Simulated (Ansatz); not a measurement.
Here is the system:

CaZn2:
```yaml
crystal:
  lattice:
    - [-2.27078, 3.66364, 3.71688]
    - [2.27078, -3.66364, 3.71688]
    - [2.27078, 3.66364, -3.71688]
  atoms:
    - { symbol: Ca, position: [0.19847, 0.44847, 0.75000] }
    - { symbol: Ca, position: [0.80153, 0.55153, 0.25000] }
    - { symbol: Zn, position: [0.77286, 0.83615, 0.93670] }
    - { symbol: Zn, position: [0.22714, 0.16385, 0.06330] }
    - { symbol: Zn, position: [0.39945, 0.83615, 0.56330] }
    - { symbol: Zn, position: [0.60055, 0.16385, 0.43670] }
```

This is the r²SCAN-relaxed structure.

**Question.** All from r²SCAN in the plane-wave PAW code Ansatz, unless another level is named. Give the formation energy from the elements (no fitted shifts).

**Answer.** -0.32 eV/atom.

**Question.** Next, the density of states at the Fermi level?

**Answer.** 0.44 states/eV per atom (mean over ±0.08 eV).

Space group Imma. The first step of the workflow began from a Materials Project structure, measured or hypothetical; the Crystallography Open Database copy checked does not list it. Its standing as an ambient phase is unchecked. The r²SCAN relaxation kept the symmetry of its start; its stability against distortions is not shown here. The references are the lowest solids computed at this level, not always the standard phases.

Potentials: the later of the program's two PAW sets.
